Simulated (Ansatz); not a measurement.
In:
```
In
1.0
   -1.68669     1.68669     2.24620
    1.68669    -1.68669     2.24620
    1.68669     1.68669    -2.24620
In
1
Direct
  0.00000   0.00000   0.00000
```

Relaxed with PBEsol. Special points in fractions of this cell's reciprocal vectors: Γ (0.000, 0.000, 0.000); X (0.000, 0.000, 0.500); P (0.250, 0.250, 0.250); N (0.000, 0.500, 0.000); M (0.500, 0.500, -0.500); S (0.391, 0.609, -0.391); S0 (-0.391, 0.391, 0.391); R (-0.282, 0.282, 0.500); G (0.500, 0.500, -0.282).

### Question
List the band energies nearest the Fermi level at these points for DFT-PBEsol in the program Ansatz with PAW potentials.

### Answer
In eV from the Fermi level; about four levels below and three above (degenerate sets whole), none deeper than 8.9 eV; … stands for higher levels left out; points with the same levels are listed once.

| k | below | above |
|---|---|---|
| Γ | – | 10.66 10.82 10.82 |
| X | -2.52 -2.42 | 4.21 4.53 … |
| P | -1.76 -0.16 -0.16 | 1.15 … |
| N | -4.35 -3.50 | 7.98 8.87 … |
| M | -1.87 -1.35 | 3.51 3.51 … |
| S | -1.65 -1.03 | 0.39 4.31 … |
| R | -1.36 -0.25 | 0.06 1.56 … |

Space group I4/mmm (body-centred tetragonal). Its axis ratio c/a = 1.33 departs by over 6 % from that of the usual cell of this phase: another minimum, or an error of the functional. The PBEsol relaxation kept the symmetry of its start; whether a distortion lowers the energy is not shown. Spin–orbit coupling is left out wherever it is not named.

Potentials: the earlier of the program's two PAW sets. The files were generated under PBE; for other functionals the program regenerates the frozen cores, and for LDA and PBEsol the local potential too.
